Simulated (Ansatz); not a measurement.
# YBRh$_{3}$: reading a single point

```
CELL_PARAMETERS angstrom
4.22559 0.00000 0.00000
0.00000 4.22559 0.00000
0.00000 0.00000 4.22559
ATOMIC_POSITIONS crystal
Y 0.00000 0.00000 0.00000
Rh 0.00000 0.50000 0.50000
Rh 0.50000 0.00000 0.50000
Rh 0.50000 0.50000 0.00000
B 0.50000 0.50000 0.50000
```

Level: r2SCAN, no spin polarisation; 500 eV; 8×8×8 Γ-centred mesh; fermi-dirac occupations (width 0.013 eV); Ansatz 0.2.0, fixed geometry.

**At the Fermi level.** It is a metal, with about 3.4 states/eV a cell as the mean within 0.25 eV of the Fermi level, mostly Rh d (93 %).
**Charges.** Bader charges in e: Y +1.78, B -0.09, Rh -0.56. In the mean Y gives up most and Rh takes most.
**Stress.** The pressure is -6.5 GPa (compression positive), so with the atoms held at these fractions the cell would first shrink.

Origin: a database entry at a rescaled volume. Caveats: many states at the Fermi level without spin polarisation, so a magnetic state may lie lower.
